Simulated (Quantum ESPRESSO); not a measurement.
Band energies of TiO₂

```
TiO2
1.0
    9.45963     0.00000     0.00000
    0.00000     2.96624     0.00000
    0.00000     0.00000     4.88060
O Ti
8 4
Direct
  0.47104   0.25000   0.29437
  0.52896   0.75000   0.70563
  0.02896   0.75000   0.79437
  0.97104   0.25000   0.20563
  0.26776   0.25000   0.63662
  0.73224   0.75000   0.36338
  0.23224   0.75000   0.13662
  0.76776   0.25000   0.86338
  0.63679   0.25000   0.57141
  0.36321   0.75000   0.42859
  0.86321   0.75000   0.07141
  0.13679   0.25000   0.92859
```

PBEsol (Quantum ESPRESSO, PseudoDojo norm-conserving, 84 Ry, no spin-orbit coupling); path ΓXSYΓZURTZ,YT,UX,SR; energies in eV from the valence-band maximum.

```csv
k (1/Å),point,band 44,band 45,band 46,band 47,band 48,band 49,band 50,band 51
0.00,Γ,-0.72,-0.61,-0.23,-0.09,0.00,2.65,2.77,2.92
0.21,,-0.93,-0.54,-0.47,-0.12,0.00,2.66,2.76,2.86
0.64,,-1.25,-0.76,-0.72,-0.66,-0.43,2.55,2.88,3.14
1.06,X,-1.35,-1.33,-1.33,-1.00,-1.00,2.88,2.88,3.05
1.49,,-1.31,-0.90,-0.90,-0.74,-0.74,2.97,2.97,3.01
1.70,S,-1.22,-0.77,-0.77,-0.66,-0.66,2.99,2.99,3.02
1.88,,-1.27,-0.82,-0.82,-0.62,-0.62,2.96,2.96,3.10
2.23,,-1.11,-1.07,-1.07,-0.62,-0.62,2.92,2.92,3.14
2.59,,-1.14,-0.95,-0.95,-0.56,-0.56,2.83,2.83,3.05
2.76,Y,-1.04,-0.79,-0.79,-0.64,-0.64,2.89,2.89,3.07
2.98,,-0.92,-0.87,-0.70,-0.50,-0.40,2.79,2.95,3.00
3.41,Γ,-0.72,-0.61,-0.23,-0.09,0.00,2.65,2.77,2.92
3.41,Z,-0.80,-0.44,-0.44,-0.31,-0.31,2.85,2.85,3.07
3.58,,-1.06,-0.33,-0.33,-0.32,-0.32,2.86,2.86,2.96
3.94,,-1.17,-0.55,-0.55,-0.43,-0.43,2.70,2.70,3.03
4.29,,-1.47,-0.96,-0.96,-0.91,-0.91,2.78,2.78,3.18
4.46,U,-1.48,-1.10,-1.10,-1.10,-1.10,2.98,2.98,2.98
4.79,,-1.39,-0.94,-0.94,-0.94,-0.94,2.99,2.99,2.99
5.11,R,-1.37,-0.72,-0.72,-0.72,-0.72,3.01,3.01,3.01
5.41,,-1.18,-0.99,-0.99,-0.66,-0.66,2.99,2.99,3.11
5.71,,-1.32,-1.05,-1.05,-0.50,-0.50,2.96,2.96,2.99
6.02,,-1.07,-0.94,-0.94,-0.29,-0.29,2.92,2.92,2.94
6.17,T,-1.03,-0.82,-0.82,-0.30,-0.30,2.92,2.92,2.97
6.33,,-1.04,-0.81,-0.81,-0.29,-0.29,2.91,2.91,2.99
6.65,,-0.81,-0.57,-0.57,-0.30,-0.30,2.86,2.86,3.09
6.81,Z,-0.80,-0.44,-0.44,-0.31,-0.31,2.85,2.85,3.07
6.81,Y,-1.04,-0.79,-0.79,-0.64,-0.64,2.89,2.89,3.07
7.14,T,-1.03,-0.82,-0.82,-0.30,-0.30,2.92,2.92,2.97
7.14,U,-1.48,-1.10,-1.10,-1.10,-1.10,2.98,2.98,2.98
7.31,,-1.38,-1.24,-1.24,-1.02,-1.02,2.91,2.91,3.03
7.48,X,-1.35,-1.33,-1.33,-1.00,-1.00,2.88,2.88,3.05
7.48,S,-1.22,-0.77,-0.77,-0.66,-0.66,2.99,2.99,3.02
7.81,R,-1.37,-0.72,-0.72,-0.72,-0.72,3.01,3.01,3.01
```

The PBEsol gap is indirect, 2.55 eV, from 20 % of the way from Γ to X to 60 % of the way from Γ to X; the smallest direct gap is 2.65 eV.

Geometry of the Materials Project entry, not relaxed at this level.

This is not the ordinary phase of the substance.

Letters of k points follow the standard setting of the lattice, whose axes may be ordered differently from the printed cell.
